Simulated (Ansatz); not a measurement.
## Ba2C: one input, then a changed one

The cell was built from the fluorite type and relaxed in the same program, and has space group Fm-3m; it needn't be a known or the stable phase.

First run: DFT, PBE, all-electron LAPW, scalar-relativistic (Ansatz 0.2.0).

Command: `ansatz run input.yaml --threads 1 --pin off --max-ram 3072MiB --backend cpu --events-out ev --progress --plain --runs-dir out` The run took about 32 s on 1 thread of a shared machine.

```yaml
crystal:
  lattice:
    - [0.0, 3.5195247499, 3.5195247499]
    - [3.5195247499, 0.0, 3.5195247499]
    - [3.5195247499, 3.5195247499, 0.0]
  atoms:
    - { symbol: C, position: [0.0, 0.0, 0.0] }
    - { symbol: Ba, position: [0.25, 0.25, 0.25] }
    - { symbol: Ba, position: [0.75, 0.75, 0.75] }
kpoints:
  mp_grid: { grid: [10, 10, 10] }
  band_path:
    path:
      - [0.0, 0.0, 0.0]
      - [0.5, 0.0, 0.5]
      - [0.625, 0.25, 0.625]
      - [0.375, 0.375, 0.75]
      - [0.0, 0.0, 0.0]
      - [0.5, 0.5, 0.5]
      - [0.5, 0.25, 0.75]
      - [0.5, 0.0, 0.5]
    npoints: 14
scf:
  occupations: { method: fermi_dirac, width: 0.05 }
hamiltonian:
  xc: pbe
  pseudopotentials: { kind: all_electron, lapw: { basis_error: 0.001 } }
output:
  forces: true
  stress: true
  eigenvalues: true
  populations: true
  dos: { projected: true, de: 0.2, e_range: [-14, 8] }
```

Result: converged; pressure -0.04 GPa; no gap on the k mesh; 13 SCF iterations.

Spin–orbit coupling is left out, though it moves levels of the heavy atoms by tenths of an eV or more.

The input is then changed:

```diff
@@ -5,7 +5,7 @@
     - [3.5195247499, 3.5195247499, 0.0]
   atoms:
-    - { symbol: C, position: [0.0, 0.0, 0.0] }
-    - { symbol: Ba, position: [0.25, 0.25, 0.25] }
-    - { symbol: Ba, position: [0.75, 0.75, 0.75] }
+    - { symbol: C, position: [0.0, 0.0, 0.0], spin: 2.0 }
+    - { symbol: Ba, position: [0.25, 0.25, 0.25], spin: 2.0 }
+    - { symbol: Ba, position: [0.75, 0.75, 0.75], spin: -0.5 }
 kpoints:
   mp_grid: { grid: [10, 10, 10] }
@@ -23,4 +23,5 @@
 scf:
   occupations: { method: fermi_dirac, width: 0.05 }
+  mixing: { preconditioner: none }
 hamiltonian:
   xc: pbe
@@ -31,4 +32,5 @@
   eigenvalues: true
   populations: true
-  dos: { projected: true, de: 0.2, e_range: [-14, 8] }
+magnetization:
+  spin_polarized: true
```

Q: What does the second run give?

A: It converged; pressure -0.04 GPa; moment 0.00 μB; 20 SCF iterations.
